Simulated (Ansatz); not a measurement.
GaN (zinc blende, space group No. 216), PBE (plane waves, PAW; program Ansatz). The conduction-band minimum lies at Γ, with 1 equivalent valley. Second derivatives d²E/dk² of the lowest band at one valley (eV·Å²), along Cartesian directions:

```json
[
 {"direction": "[100]", "d²E/dk²": "53.87"},
 {"direction": "[010]", "d²E/dk²": "53.87"},
 {"direction": "[001]", "d²E/dk²": "53.87"},
 {"direction": "[110]", "d²E/dk²": "53.85"},
 {"direction": "[101]", "d²E/dk²": "53.85"},
 {"direction": "[011]", "d²E/dk²": "53.85"}
]
```

### Question
Find the principal effective masses, the density-of-states mass and the conductivity mass.

### Answer
Off-diagonal terms follow from H_xy = H[110] − (H_xx + H_yy)/2, and m*/mₑ = 7.620 eV·Å² over each eigenvalue: 0.14, 0.14, 0.14. One valley's DOS mass (m₁m₂m₃)^(1/3) = 0.14, conductivity mass 3/(Σ 1/mᵢ) = 0.14 mₑ.

### Question
What effective density of states Nc follows at 300 K for parabolic valleys?

### Answer
Nc = 2.509e19 × 1 × (0.14)^(3/2) ≈ 1.3e18 cm⁻³.

Space group F-43m (zinc blende). Symmetry was held in the PBE relaxation. Spin–orbit coupling is left out wherever it is not named.

Potentials: the later of the program's two PAW sets.

Edges and masses are those of Kohn–Sham bands, whose gap is no quasiparticle gap.
